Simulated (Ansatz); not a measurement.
Input and command of a plane-wave DFT calculation in Ansatz:

```yaml
crystal:
  lattice:
    - [1.9431, -5.1059, 0.0]
    - [1.9431, 5.1059, 0.0]
    - [0.0, 0.0, 10.2624]
  atoms:
    - { symbol: Ta, position: [0.8029, 0.1971, 0.25] }
    - { symbol: Ta, position: [0.1971, 0.8029, 0.75] }
    - { symbol: Ta, position: [0.86545, 0.13455, 0.55906] }
    - { symbol: Ta, position: [0.13455, 0.86545, 0.05906] }
    - { symbol: Ta, position: [0.13455, 0.86545, 0.44094] }
    - { symbol: Ta, position: [0.86545, 0.13455, 0.94094] }
    - { symbol: "N", position: [0.23678, 0.76322, 0.25] }
    - { symbol: "N", position: [0.76322, 0.23678, 0.75] }
    - { symbol: "N", position: [0.95299, 0.04701, 0.11949] }
    - { symbol: "N", position: [0.04701, 0.95299, 0.61949] }
    - { symbol: "N", position: [0.04701, 0.95299, 0.88051] }
    - { symbol: "N", position: [0.95299, 0.04701, 0.38051] }
    - { symbol: "N", position: [0.69138, 0.30862, 0.07378] }
    - { symbol: "N", position: [0.30862, 0.69138, 0.57378] }
    - { symbol: "N", position: [0.30862, 0.69138, 0.92622] }
    - { symbol: "N", position: [0.69138, 0.30862, 0.42622] }
basis:
  ecutwfc: 500
kpoints:
  mp_grid: { grid: [6, 6, 2] }
hamiltonian:
  xc: r2scan
scf:
  occupations: { method: gaussian, width: 0.1 }
output:
  forces: true
  stress: true
  eigenvalues: true
```

```bash
ansatz run input.yaml --threads 4 --pin off --max-ram 10240MiB --backend cpu --events-out ev --progress --plain --runs-dir out
```

Processor: Intel(R) Xeon(R) Processor @ 2.70GHz, 4 threads, on a host shared with other jobs.

Q: How long does it run, and how much memory does it take?

A: About 18 s on 4 threads of Intel(R) Xeon(R) Processor @ 2.70GHz (shared host), peak memory 1.4 GiB. It solves 80 bands at 26 k points (the mesh reduced by symmetry) with about 5109 plane waves, in 8 SCF iterations.
